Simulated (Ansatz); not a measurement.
Values for one crystal, relaxed and computed with the program Ansatz at the PBE level (PAW); other levels are named.

```yaml
volume_per_atom: 11.54 Å³
band_gap: 4.03 eV (indirect)
Bulk modulus (Birch–Murnaghan fit): 153 GPa
conduction_band_minimum: at Γ
Hole effective mass with spin–orbit coupling: 0.73, 2.1, 7.6 mₑ (principal values)
Electron effective mass with spin–orbit coupling: 0.61, 0.61, 2.3 mₑ (principal values)
smallest_direct_gap_on_the_standard_path: 4.13 eV
```

Problem. Which of these materials gives this?
A. CaSe, rock salt
B. PbSe, rock salt
C. ZrO2, P4_2/nmc (Zr on 2a, O on 4d)
D. AgCl, rock salt

Solution. C, ZrO2, P4_2/nmc (Zr on 2a, O on 4d)

This is a known high-temperature phase of the composition, computed here at zero pressure and temperature. The cell was relaxed with PBE under the symmetry of its start; whether a distortion lowers the energy is not shown. The run is not spin-polarised. Spin–orbit coupling is left out wherever it is not named.

Potentials: the later of the program's two PAW sets.
